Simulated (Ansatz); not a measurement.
# Profile along the Pt–Pt line in Pt (fcc, Cu type)

Pt (fcc, Cu type), conventional cell a = 3.918 Å, b = 3.918 Å, c = 3.918 Å, α = 90.00°, β = 90.00°, γ = 90.00°. The calculation uses the primitive cell of 1 atom, to which meshes and values per cell refer.

Fields along a shortest Pt–Pt line of a {100} plane (2.77 Å), from Pt to Pt, interpolated on the slice's grid (step about 0.1 Å). All values below come from PBEsol (plane waves to 420 eV, PAW, scalar-relativistic; Ansatz, an electronic-structure program). k mesh 20×20×20. These are valence fields of a PAW run, semicore shells included where kept as valence: close to a nucleus they are smooth pseudo fields. Pt is run without spin polarisation. Pt was relaxed with its symmetry unable to fall. Spin-orbit coupling is left out, though Pt is heavy.

| distance from Pt (Å) | valence electron density (e/Å³) | electron localisation function |
|---|---|---|
| 0.00 | 11.98 | x |
| 0.28 | 10.42 | x |
| 0.55 | 5.95 | 0.63 |
| 0.83 | 1.85 | 0.44 |
| 1.11 | 0.57 | 0.28 |
| 1.39 | 0.38 | 0.29 |
| 1.66 | 0.57 | 0.28 |
| 1.94 | 1.85 | 0.44 |
| 2.22 | 5.95 | 0.63 |
| 2.49 | 10.42 | x |
| 2.77 | 11.98 | x |

x: too close to a nucleus for the ELF to mean much.

Density on the Pt–Pt line (2.77 Å) at its midpoint: 0.38 e/Å³. ELF at that point: 0.29.
